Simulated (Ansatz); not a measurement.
**Elastic constants of W at 35 GPa (stress–strain coefficients): input and output**

Theory: DFT PBEsol, scalar-relativistic, plane waves, PAW (Ansatz).

Launched with:
```bash
ansatz run input.yaml --threads 1 --pin off --max-ram 3072MiB --backend cpu --events-out ev --progress --plain --runs-dir out
```

Input (bare energies are in eV):
```yaml
crystal:
  lattice:
    - [0.0, 1.9363553662, 1.9363553662]
    - [1.9363553662, 0.0, 1.9363553662]
    - [1.9363553662, 1.9363553662, 0.0]
  atoms:
    - { symbol: W, position: [0.0, 0.0, 0.0] }
basis:
  ecutwfc: 420
kpoints:
  mp_grid: { grid: [20, 20, 20] }
hamiltonian:
  xc: pbesol
scf:
  occupations: { method: fermi_dirac, width: 0.15 }
output:
  forces: true
  stress: true
  eigenvalues: true
elastic:
  mode: relaxed_ion
  amplitude: 0.005
```

From the output:
```
--- Elastic constants: 2 strain directions × 4 members + reference (group order 48) ---
  dense FFT box of the reference and of every strained cell: 20×20×20
  strains applied: 11, 23; error gains: componentwise 1.00 (the most a stress slope's error grows in a printed constant), spectral 1.73 (1 for all six strains in a standard setting)
  C = ∂σ_k/∂η_j (tension-positive GPa; Voigt order 11 22 33 23 13 12):
       224.560    531.442    531.442     -0.000      0.000     -0.000
       531.442    224.560    531.442     -0.000      0.000      0.000
       531.442    531.442    224.560     -0.000     -0.000      0.000
        -0.000      0.000      0.000    -45.067      0.000      0.000
         0.000     -0.000      0.000     -0.000    -45.067     -0.000
         0.000     -0.000      0.000      0.000      0.000    -45.067
  reference stress σ⁰ (GPa):    -34.998    -34.998    -34.998      0.000     -0.000      0.000
  C* (energy form; C + prestress term) asymmetry max|C*_kj − C*_jk| = 2.038e-15 GPa — a small one proves nothing (zero by symmetry where the batch's group is 432, −43m or m−3m); a large one is finite-difference/SCF noise where every solve ...
  moduli (Voigt/Reuss/Hill, GPa): K = 429.15/429.15/429.15   G = -88.42/-62.81/-75.61   E = -241.00   ν = 0.594
  mechanically stable: NO (min eigenvalue of sym C = -306.88 GPa)
  strain η (Voigt 11):  stress-route row diagonal C_11 = 224.56 GPa, energy-path curvature d²(F+E_count+ΔE)/dδ²/Ω₀ = 224.58 GPa
    cells at ±δ against ±2δ: C11 224.92 and 226.01 GPa, apart by 0.20 % of the column's largest entry
         δ    σ_11 (GPa) F (eV) n_scf n_hpsi n_pw
    -1.000e-2     -37.2703      -10255.9317257       7  123565    295   relax 0 steps, max|allowed force component| 0.00e0 eV/Å
    -5.000e-3     -36.1256      -10255.9483546       4  105993    296   relax 0 steps, max|allowed force component| 0.00e0 eV/Å
     5.000e-3     -33.8764      -10255.9800750       4  111683    302   relax 0 steps, max|allowed force component| 0.00e0 eV/Å
     1.000e-2     -32.7502      -10255.9951699       6  110643    302   relax 0 steps, max|allowed force component| 0.00e0 eV/Å
  strain η (Voigt 23):  stress-route row diagonal C_44 = -45.07 GPa, energy-path curvature d²(F+E_count+ΔE)/dδ²/Ω₀ = -27.56 GPa
    cells at ±δ against ±2δ: C44 -44.79 and -43.96 GPa, apart by 1.84 % of the column's largest entry
         δ    σ_23 (GPa) F (eV) n_scf n_hpsi n_pw
    -1.000e-2       0.4396      -10255.9645908       8  233892    297   relax 0 steps, max|allowed force component| 0.00e0 eV/Å
    -5.000e-3       0.2240      -10255.9645007       4  197861    296   relax 0 steps, max|allowed force component| 0.00e0 eV/Å
     5.000e-3      -0.2240      -10255.9645007       4  194602    296   relax 0 steps, max|allowed force component| 0.00e0 eV/Å
     1.000e-2      -0.4396      -10255.9645908       6  199534    297   relax 0 steps, max|allowed force component| 0.00e0 eV/Å
```

Time: 78 s on 1 thread of Intel(R) Xeon(R) Platinum 8259CL CPU @ 2.50GHz (Skylake/Cascade Lake) (shared host), peak memory 0.54 GiB.

In a metal, frequencies and elastic constants depend on the k mesh and the smearing, soft modes and shear constants most. Spin–orbit coupling is left out, which can shift energies with elements as heavy as these. Other phases may be more stable at this pressure.

As the tensor has a negative eigenvalue, the Reuss and Hill moduli of a polycrystal, and E and ν formed from them, have no physical meaning here.

This fcc form isn't the element's structure at ambient conditions.